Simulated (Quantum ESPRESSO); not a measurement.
# Si6Ge2: input and log of a self-consistent run

Simulated, not a measurement. The program is pw.x of Quantum ESPRESSO 7.5 (plane-wave density functional theory). The cell is made up: 8 atoms on a zincblende/diamond lattice, with randomly drawn elements, strain and displacements, not relaxed. PseudoDojo standard norm-conserving files (v0.5 for PBE, v0.4.1 for LDA and PBEsol) set the functional; there is no spin polarisation, spin-orbit coupling or dispersion term, and the masses in the input are unused placeholders.

Input:

```
&control calculation='scf', pseudo_dir='./dojo.nc.sr.pbe.v0_5.standard.upf', outdir='./o', disk_io='low', tprnfor=.true., tstress=.true. /
&system ibrav=0, nat=8, ntyp=2, nbnd=36, ecutwfc=77.98206166, nosym=.true., tot_charge=0,
 occupations='smearing', smearing='fd', degauss=0.0073498644
/
&electrons conv_thr=7.350e-09, electron_maxstep=60, /
ATOMIC_SPECIES
Ge 1.0 Ge.upf
Si 1.0 Si.upf
CELL_PARAMETERS angstrom
5.4187 0.0 0.0
0.0 5.4187 0.0
0.0 0.0 5.4187
ATOMIC_POSITIONS angstrom
Si 0.0285 -0.0367 -0.1156
Ge 0.1249 2.642 2.7874
Si 2.5648 0.0871 2.5805
Ge 2.8099 2.8039 -0.0288
Si 1.2772 1.4208 1.4188
Si 1.2862 4.021 4.0886
Si 4.0229 1.2335 4.1155
Si 4.0646 3.9341 1.2939
K_POINTS automatic
6 6 6 1 1 1
```

The log is shortened where brackets say so; the opening notice, blank lines, dates and the lines on written files are dropped, and the path of the files is cut. It prints rydbergs, bohrs and kilobars, and counts compression as positive stress.

```
     Program PWSCF v.7.5
     Parallel version (MPI & OpenMP), running on       4 processor cores
     Number of MPI processes:                 4
     Threads/MPI process:                     1
     [start-up lines left out]
     bravais-lattice index     =            0
     lattice parameter (alat)  =      10.2399  a.u.
     unit-cell volume          =    1073.6975 (a.u.)^3
     number of atoms/cell      =            8
     number of atomic types    =            2
     number of electrons       =        52.00
     number of Kohn-Sham states=           36
     kinetic-energy cutoff     =      77.9821  Ry
     charge density cutoff     =     311.9282  Ry
     scf convergence threshold =      7.3E-09
     mixing beta               =       0.7000
     number of iterations used =            8  plain     mixing
     Exchange-correlation= PBE
                           (   1   4   3   4   0   0   0)
     [axes and pseudopotential details left out]
   Cartesian axes
     site n.     atom                  positions (alat units)
         1        Si     tau(   1) = (   0.0052596  -0.0067728  -0.0213335  )
         2        Ge     tau(   2) = (   0.0230498   0.4875708   0.5144038  )
         3        Si     tau(   3) = (   0.4733239   0.0160740   0.4762212  )
         4        Ge     tau(   4) = (   0.5185561   0.5174488  -0.0053149  )
         5        Si     tau(   5) = (   0.2357023   0.2622031   0.2618340  )
         6        Si     tau(   6) = (   0.2373632   0.7420599   0.7545352  )
         7        Si     tau(   7) = (   0.7424105   0.2276376   0.7594995  )
         8        Si     tau(   8) = (   0.7501061   0.7260228   0.2387842  )
     number of k points=   108  Fermi-Dirac smearing, width (Ry)=  0.0073
     Number of k-points >= 100: set verbosity='high' to print them.
     Dense  grid:    99873 G-vectors     FFT dimensions: (  60,  60,  60)
     Estimated max dynamical RAM per process >     309.47 MB
     Estimated total dynamical RAM >       1.14 GB
     Initial potential from superposition of free atoms
     starting charge      51.9947, renormalised to      52.0000
     Starting wfcs are   42 randomized atomic wfcs
     total cpu time spent up to now is        5.6 secs
     per-process dynamical memory:   264.6 Mb
     Self-consistent Calculation
     iteration #  1     ecut=    77.98 Ry     beta= 0.70
     Davidson diagonalization with overlap
     ethr =  1.00E-02,  avg # of iterations =  4.6
     Threshold (ethr) on eigenvalues was too large:
     Diagonalizing with lowered threshold
     Davidson diagonalization with overlap
     ethr =  3.82E-04,  avg # of iterations =  5.6
     total cpu time spent up to now is       34.0 secs
     total energy              =    -407.91309596 Ry
     estimated scf accuracy    <       0.21969606 Ry
     iteration #  2     ecut=    77.98 Ry     beta= 0.70
     Davidson diagonalization with overlap
     ethr =  4.22E-04,  avg # of iterations =  1.5
     total cpu time spent up to now is       43.2 secs
     total energy              =    -407.92435899 Ry
     estimated scf accuracy    <       0.01287752 Ry
     iteration #  3     ecut=    77.98 Ry     beta= 0.70
     Davidson diagonalization with overlap
     ethr =  2.48E-05,  avg # of iterations =  8.0
     total cpu time spent up to now is       59.0 secs
     total energy              =    -407.92602724 Ry
     estimated scf accuracy    <       0.00461348 Ry
     iteration #  4     ecut=    77.98 Ry     beta= 0.70
     Davidson diagonalization with overlap
     ethr =  8.87E-06,  avg # of iterations =  4.9
     total cpu time spent up to now is       71.6 secs
     total energy              =    -407.92718880 Ry
     estimated scf accuracy    <       0.00042081 Ry
     iteration #  5     ecut=    77.98 Ry     beta= 0.70
     Davidson diagonalization with overlap
     ethr =  8.09E-07,  avg # of iterations =  3.1
     total cpu time spent up to now is       82.4 secs
     total energy              =    -407.92727764 Ry
     estimated scf accuracy    <       0.00003209 Ry
     iteration #  6     ecut=    77.98 Ry     beta= 0.70
     Davidson diagonalization with overlap
     ethr =  6.17E-08,  avg # of iterations =  2.1
     total cpu time spent up to now is       92.8 secs
     total energy              =    -407.92728552 Ry
     estimated scf accuracy    <       0.00000423 Ry
     iteration #  7     ecut=    77.98 Ry     beta= 0.70
     Davidson diagonalization with overlap
     ethr =  8.14E-09,  avg # of iterations =  2.1
     total cpu time spent up to now is      102.6 secs
     total energy              =    -407.92728669 Ry
     estimated scf accuracy    <       0.00000031 Ry
     iteration #  8     ecut=    77.98 Ry     beta= 0.70
     Davidson diagonalization with overlap
     ethr =  6.03E-10,  avg # of iterations =  2.8
     total cpu time spent up to now is      113.0 secs
     total energy              =    -407.92728677 Ry
     estimated scf accuracy    <       0.00000001 Ry
     iteration #  9     ecut=    77.98 Ry     beta= 0.70
     Davidson diagonalization with overlap
     ethr =  2.82E-11,  avg # of iterations =  4.0
     total cpu time spent up to now is      124.8 secs
     End of self-consistent calculation
     [lines on levels left out]
!    total energy              =    -407.92728678 Ry
     estimated scf accuracy    <          6.1E-09 Ry
     smearing contrib. (-TS)   =      -0.00114066 Ry
     internal energy E=F+TS    =    -407.92614612 Ry
     The total energy is F=E-TS. E is the sum of the following terms:
     one-electron contribution =    -228.50080730 Ry
     hartree contribution      =     143.42033163 Ry
     xc contribution           =    -106.03918431 Ry
     ewald contribution        =    -216.80648614 Ry
     convergence has been achieved in   9 iterations
     Forces acting on atoms (cartesian axes, Ry/au):
     atom    1 type  2   force =    -0.02400619    0.00686975    0.09451588
     atom    2 type  1   force =    -0.13111799    0.01439516    0.01805559
     atom    3 type  2   force =     0.07041524   -0.08689725    0.05360500
     atom    4 type  1   force =    -0.08229511   -0.08853574   -0.03489365
     atom    5 type  2   force =     0.03377014   -0.03097025   -0.13758910
     atom    6 type  2   force =     0.08235769    0.05271826   -0.02590716
     atom    7 type  2   force =    -0.01795723    0.01626153   -0.05734240
     atom    8 type  2   force =     0.06883345    0.11615854    0.08955584
     Total force =     0.346241     Total SCF correction =     0.000344
     Computing stress (Cartesian axis) and pressure
          total   stress  (Ry/bohr**3)                   (kbar)     P=       81.53
   0.00053540  -0.00018585   0.00021388           78.76      -27.34       31.46
  -0.00018585   0.00055594   0.00032326          -27.34       81.78       47.55
   0.00021388   0.00032326   0.00057132           31.46       47.55       84.04
     init_run     :      5.34s CPU      5.54s WALL (       1 calls)
     electrons    :    118.28s CPU    119.23s WALL (       1 calls)
     forces       :      1.90s CPU      1.91s WALL (       1 calls)
     stress       :      6.84s CPU      6.85s WALL (       1 calls)
     [timing details left out]
     PWSCF        :   2m12.53s CPU   2m13.77s WALL
     JOB DONE.
```

In other units: free energy -5550.133 eV for the cell, pressure 8.15 GPa, largest force component 3.538 eV/Å. A rerun of this cell at 1347 eV and a 8 x 8 x 8 mesh moved values by no more than 0.002 eV in energy, 0.02 GPa in stress and 0.003 eV/Å in force.